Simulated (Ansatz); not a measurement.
Starting cell, As (A7 type, space group R-3m):

```
As
1.0
    1.87270     1.08120     3.25149
   -1.87270     1.08120     3.25149
    0.00000    -2.16240     3.25149
As
2
Direct
  0.23274   0.23274   0.23274
  0.76726   0.76726   0.76726
```

In this cell atom 2 (As, nearest neighbour As at 2.517 Å; its periodic images, 3.7 Å or more away, move with it) is moved by s along Cartesian [110], unit vector (0.707, 0.707, 0.000); all other atoms and the cell stay fixed.

Level of theory: PBEsol-D3(BJ) (plane waves to 420 eV, PAW, scalar-relativistic; Ansatz, an electronic-structure program). k mesh 12×12×12 (Γ-centred), Fermi-Dirac smearing 0.05 eV. E stands for the smeared free energy. With partly filled bands, energies and forces of such displacements shift with the k mesh and the smearing. F⊥ is the part of the force across the line. As was relaxed with its symmetry unable to fall. ΔE is measured from the undisplaced structure.

**Question.** Give the computed ΔE (meV/cell) and |F⊥| (eV/Å) at s (Å) = -0.250, -0.200, -0.050, 0.050, 0.100, 0.150, 0.200, 0.250.

**Answer.** 
```json
[
 {"s (Å)": "-0.250", "ΔE (meV/cell)": "126", "|F⊥| (eV/Å)": "0.700"},
 {"s (Å)": "-0.200", "ΔE (meV/cell)": "76", "|F⊥| (eV/Å)": "0.462"},
 {"s (Å)": "-0.050", "ΔE (meV/cell)": "4", "|F⊥| (eV/Å)": "0.021"},
 {"s (Å)": "0.050", "ΔE (meV/cell)": "4", "|F⊥| (eV/Å)": "0.021"},
 {"s (Å)": "0.100", "ΔE (meV/cell)": "15", "|F⊥| (eV/Å)": "0.113"},
 {"s (Å)": "0.150", "ΔE (meV/cell)": "32", "|F⊥| (eV/Å)": "0.254"},
 {"s (Å)": "0.200", "ΔE (meV/cell)": "57", "|F⊥| (eV/Å)": "0.431"},
 {"s (Å)": "0.250", "ΔE (meV/cell)": "90", "|F⊥| (eV/Å)": "0.638"}
]
```

(A displaced cell: forces are minus the slopes of the energy, force constants its curvatures, and phonons follow from these.)
